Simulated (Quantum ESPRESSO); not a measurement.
# Kohn-Sham bands of CsGeI3 (Cm)

```yaml
crystal:
  lattice:
    - [4.35337, -4.22419, 0.00000]
    - [4.35337, 4.22419, 0.00000]
    - [-0.32427, 0.00000, 6.11949]
  atoms:
    - { symbol: Cs, position: [0.91099, 0.91099, 0.58661] }
    - { symbol: Ge, position: [0.37265, 0.37265, 0.13414] }
    - { symbol: I, position: [0.41162, 0.41162, 0.58077] }
    - { symbol: I, position: [0.91993, 0.40881, 0.09324] }
    - { symbol: I, position: [0.40881, 0.91993, 0.09324] }
```

Materials Project entry mp-28377; symmetrised, unrelaxed at this level. Not found in the COD (Crystallography Open Database) copy used, which has the formula in other groups; not checked further. The atoms lie within 0.1 Å of the higher space group R3m. Level: PBEsol, no spin polarisation, no spin-orbit coupling; pw.x of Quantum ESPRESSO at 63 Ry with PseudoDojo potentials, 6×6×6 k-points, Wannier90. Density: 6×6×6 mesh, cold smearing 0.01 Ry. Spin-orbit coupling is left out although heavy elements are present.

**Question.** List the Kohn-Sham levels between −8 and 4.0 eV relative to the valence-band maximum at the high-symmetry points, as a band run of pw.x on that density gives them (levels within 2 meV counted together).

**Answer.** 
```tsv
point	k (reciprocal lattice)	levels (eV)
Γ	0.000 0.000 0.000	-7.00, -4.07, -4.05, -3.65, -1.75, -1.73, -1.54, -1.43, -1.42, -1.42, 2.86, 3.39, 3.66, 3.70, 3.91, 3.95
C	-0.486 0.486 0.000	-7.93, -3.82, -2.99, -2.43, -2.22, -1.94, -1.91, -1.87, -0.98, -0.46, 1.43, 1.73
C_2	-0.514 -0.486 0.000	-7.93, -3.82, -2.99, -2.43, -2.22, -1.94, -1.91, -1.87, -0.98, -0.46, 1.43, 1.73
Y_2	-0.500 -0.500 0.000	-7.94, -3.82, -2.99, -2.42, -2.22, -1.93, -1.92, -1.87, -0.98, -0.45, 1.42, 1.72
M_2	-0.500 -0.500 0.500	-2.91, -2.77, -2.76, -2.18, -2.09, -1.01, -1.00, -0.96, 0.00, 1.00, 1.34, 1.38, 3.67
D	-0.532 -0.468 0.500	-2.91, -2.77, -2.76, -2.18, -2.11, -1.02, -1.01, -0.98, -0.04, 1.01, 1.40, 1.42, 3.69
D_2	-0.468 0.468 0.500	-2.91, -2.77, -2.76, -2.18, -2.11, -1.02, -1.01, -0.98, -0.04, 1.01, 1.40, 1.42, 3.69
A	0.000 0.000 0.500	-7.38, -3.96, -3.96, -2.55, -1.98, -1.96, -1.80, -1.71, -1.52, -1.14, 1.87
L_2	-0.500 0.000 0.500	-7.88, -3.85, -3.00, -2.45, -2.18, -1.95, -1.92, -1.86, -1.03, -0.53, 1.44, 1.77
V_2	-0.500 0.000 0.000	-7.43, -3.95, -3.91, -2.55, -2.01, -1.94, -1.79, -1.74, -1.54, -1.05, 1.81, 3.92
```
